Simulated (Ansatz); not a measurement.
# RbBi: moving Rb off its site

RbBi, P4/mmm, a = 4.685 Å, c = 3.859 Å (as given, not relaxed at this level: -2.5 GPa). The structure is a Materials Project entry; whether it is the stable form wasn't checked. Ansatz: LDA, PAW, 420 eV, Γ-centred 10×10×12 mesh on 2 atoms, Gaussian smearing 0.15 eV; no spin polarisation.

```xyz
2
Lattice="4.6853 0.0000 0.0000 0.0000 4.6853 0.0000 0.0000 0.0000 3.8589" Properties=species:S:1:pos:R:3 pbc="T T T"
Rb    2.3426    2.3426    1.9294
Bi    0.0000    0.0000    0.0000
```

Atom 1 (Rb) moves by x along the unit vector (0.000, 0.000, 1.000), with its periodic images; all else is held. y is the free energy of the cell over the start, F the force along the path summed over the moved atoms. Symmetry makes y even in x.

```
 x (Å) y (meV) F (eV/Å)
-0.200    18.37      0.18
-0.100     4.62      0.09
 0.000     0.00      0.00
 0.050        ?         ?
 0.150    10.37     -0.14
 0.175    14.09     -0.16
```

Question: Fit y = c2 x² + c4 x⁴ to the energies of the other rows, give the force constant, and predict energy and force of the missing row.

Answer: Least squares on the rows shown. y = 462.93 x² − 92.288 x⁴. The force constant is 2 c2 = 0.926 eV/Å², for the cell as given, at -2.5 GPa (for all images moving together, not for a lone atom). The force −dy/dx at the missing row is -0.05 eV/Å (computed -0.05). At x = 0.050 the fit asked for gives 1.16 meV. The run gave 1.16 meV, the same to the digits shown.

Spin–orbit coupling is left out, which can shift energies with elements as heavy as these.